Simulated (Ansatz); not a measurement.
Space group I4/mcm (No. 140). a = 6.737 Å, b = 6.737 Å, c = 5.723 Å, α = 90.00°, β = 90.00°, γ = 90.00°
```tsv
atom	site	symmetry	x	y	z
Tl	8h	m.2m	0.1652	0.6652	0.0000
Pd	4a	422	0.0000	0.0000	0.2500
```

Equation of state of this Tl₂Pd structure (not necessarily the ground state), with shape and atoms relaxed at each volume where symmetry leaves them free. It has no gap at any of these volumes. These are results of DFT PBEsol, scalar-relativistic, plane waves, PAW in Ansatz 0.2.0, not measurements.

Settings: cutoff 420 eV, Γ-centred mesh 8×8×8 on the computed 6-atom cell, Gaussian smearing of 0.10 eV; no spin polarisation.

| V (Å³/atom) | E − E(largest V) (meV/atom) | P (GPa) |
| --- | --- | --- |
| 20.349 | 5.57 | 5.69 |
| 20.998 | -10.92 | 2.57 |
| 21.648 | -15.98 | 0.02 |
| 22.297 | -11.75 | -2.02 |
| 22.947 | 0.00 | -3.65 |

Fit a third-order Birch–Murnaghan equation to E(V).

V0 = 21.65 Å³/atom, B0 = 76 GPa, B0' = 6.0.

Spin-orbit coupling is left out, which matters for the bands of heavy elements.

Cost: 5 runs of about 8.1 core-minutes in all, on Arm Neoverse V1 (shared hosts).